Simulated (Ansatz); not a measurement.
Values for one crystal, relaxed and computed with plane-wave PAW r²SCAN (Ansatz code); other levels are named.

| Property | Value |
|---|---|
| Volume per atom | 13.69 Å³ |
| Band gap | 3.89 eV (indirect) |
| Formation energy from the elements (no fitted shifts) | -3.49 eV/atom |
| Bulk modulus (Birch–Murnaghan fit) | 1210 kbar |
| Conduction-band minimum | at Γ |
| Pressure derivative B′ | 5.3 |
| Smallest direct gap on the standard path | 3.97 eV |

Question: Pick the material that matches.
A. MnAuO2, P-1 (Mn on 1h, Au on 1c, O on 2i)
B. BaTiO3, Amm2 (Ba on 2a, Ti on 2b, O on 4e, O on 2a)
C. In2O3, corundum
D. LaTaO4, Cmc2_1 (Pearson symbol oS24)

Answer: D, LaTaO4, Cmc2_1 (Pearson symbol oS24)

The workflow started from a Materials Project entry (that database holds measured and hypothetical structures alike); the Crystallography Open Database files this formula in space group No. 36, but the cells were not matched. Its standing as an ambient phase is unchecked. The r²SCAN relaxation kept the symmetry of its start; its stability against distortions is not shown here. The run is not spin-polarised. The references are the lowest solids computed at this level, not always the standard phases (solids in place of the gases). Scalar-relativistic: spin–orbit coupling is off unless named, which matters more the heavier the elements.

Potentials: the later of the program's two PAW sets.
